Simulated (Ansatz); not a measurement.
A geometry of Cs away from equilibrium: step 2 of the relaxation of a randomly generated symmetric cell of Cs (space group No. 51). Calculation: r2SCAN (plane waves to 500 eV, PAW, scalar-relativistic; Ansatz, an electronic-structure program). Γ-centred k-mesh 5×6×5 on the run's cell (coarser than for final values), Fermi–Dirac smearing 0.05 eV. The plane waves were selected for a different cell earlier on the path.

```
CELL_PARAMETERS angstrom
      6.27723     0.00000     0.00000
      0.00000     5.74328     0.00000
      0.00000     0.00000     6.58003
ATOMIC_POSITIONS crystal
  Cs 0.25000 0.50000 0.69864
  Cs 0.75000 0.50000 0.30136
```

Task: What forces act on the atoms (eV/Å)?

Result: 
| atom | Fx | Fy | Fz |
|---|---|---|---|
| Cs1 | 0.00 | 0.00 | 0.35 |
| Cs2 | 0.00 | 0.00 | -0.35 |

The path ends in P6/mmm (No. 191) (AFLOW prototype A_hP1_191_a (A_f, as in Sn)). No spin polarisation in the result.

The run could not lower the symmetry of its start; a shaken copy of this end point relaxes with r2SCAN to P-1 (No. 2) at a tolerance of 0.01 Å, Cmcm (No. 63) at 0.1 Å, 0.05 eV/atom lower.

The end of the path is a generated cell of Cs: the first start was made by a random draw of sites in a space group, and the end was not matched to a known phase here, so it may be hypothetical. Known forms of Cs include space group No. 229.
